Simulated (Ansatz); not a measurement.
Data:

TaSi2:
```
CELL_PARAMETERS angstrom
      4.80744     0.00000     0.00000
     -2.40372     4.16337     0.00000
      0.00000     0.00000     6.59565
ATOMIC_POSITIONS crystal
  Ta 0.00000 0.50000 0.16667
  Ta 0.50000 0.00000 0.50000
  Ta 0.50000 0.50000 0.83333
  Si 0.84124 0.68249 0.50000
  Si 0.15876 0.84124 0.83333
  Si 0.31751 0.15876 0.16667
  Si 0.15876 0.31751 0.50000
  Si 0.84124 0.15876 0.83333
  Si 0.68249 0.84124 0.16667
```

This is the PBE-relaxed structure.

All from DFT-PBE in the program Ansatz with PAW potentials, unless another level is named. Predict the electronic character.

metallic (no gap).

Predict the formation energy from the elements (no fitted shifts).

-0.48 eV/atom.

Next, the density of states at the Fermi level?

0.37 states/eV per atom (mean over ±0.08 eV).

Space group P6_222. The cell was relaxed with PBE under the symmetry of its start. No spin polarisation was allowed. The references are the lowest solids computed at this level, not always the standard phases. Spin–orbit coupling is left out wherever it is not named.

Potentials: the earlier of the program's two PAW sets.
